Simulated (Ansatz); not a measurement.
Cell and atoms are relaxed with the symmetry kept. Start:

```yaml
crystal:
  lattice:
    - [0.00000, 3.11700, 3.11700]
    - [3.11700, 0.00000, 3.11700]
    - [3.11700, 3.11700, 0.00000]
  atoms:
    - { symbol: Li, position: [0.00000, 0.00000, 0.00000] }
    - { symbol: Li, position: [0.25000, 0.25000, 0.25000] }
    - { symbol: Zn, position: [0.50000, 0.50000, 0.50000] }
    - { symbol: Zn, position: [0.75000, 0.75000, 0.75000] }
```

Method: DFT r2SCAN, scalar-relativistic, plane waves, PAW in Ansatz.

Settings: cutoff 500 eV, Γ-centred mesh 12×12×12 on the computed 4-atom cell, Gaussian smearing of 0.10 eV; no spin polarisation.

Q: What does it relax to?

A: The volume drops by 0.99 Å³/atom to 14.15 Å³/atom, and the energy falls by 9.1 meV/atom. Final structure:
```
Li Zn
1.0
     0.00000    3.04748    3.04748
     3.04748    0.00000    3.04748
     3.04748    3.04748    0.00000
Li Zn
2 2
Direct
  0.00000 0.00000 0.00000
  0.25000 0.25000 0.25000
  0.50000 0.50000 0.50000
  0.75000 0.75000 0.75000
```